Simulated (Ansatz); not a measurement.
PbS (rock salt, Fm-3m), the program Ansatz at the r²SCAN+D4 level (PAW). The conduction-band minimum lies at L, with 4 equivalent valleys. Second derivatives d²E/dk² of the lowest band at one valley (eV·Å²), along Cartesian directions:

| direction | d²E/dk² |
|---|---|
| [100] | 44.65 |
| [010] | 44.65 |
| [001] | 44.65 |
| [110] | 43.85 |
| [101] | 45.67 |
| [011] | 45.67 |

Question: Find the principal effective masses, the density-of-states mass and the conductivity mass.

Answer: Off-diagonal terms follow from H_xy = H[110] − (H_xx + H_yy)/2, and m*/mₑ = 7.620 eV·Å² over each eigenvalue: 0.17, 0.17, 0.18. One valley's DOS mass (m₁m₂m₃)^(1/3) = 0.17, conductivity mass 3/(Σ 1/mᵢ) = 0.17 mₑ.

Question: What effective density of states Nc follows at 300 K for parabolic valleys?

Answer: Nc = 2.509e19 × 4 × (0.17)^(3/2) ≈ 7.0e18 cm⁻³.

The cell was relaxed with r²SCAN+D4 under the symmetry of its start. Spin–orbit coupling is left out wherever it is not named.

Potentials: the earlier of the program's two PAW sets.

Edges and masses are those of Kohn–Sham bands, whose gap is no quasiparticle gap.
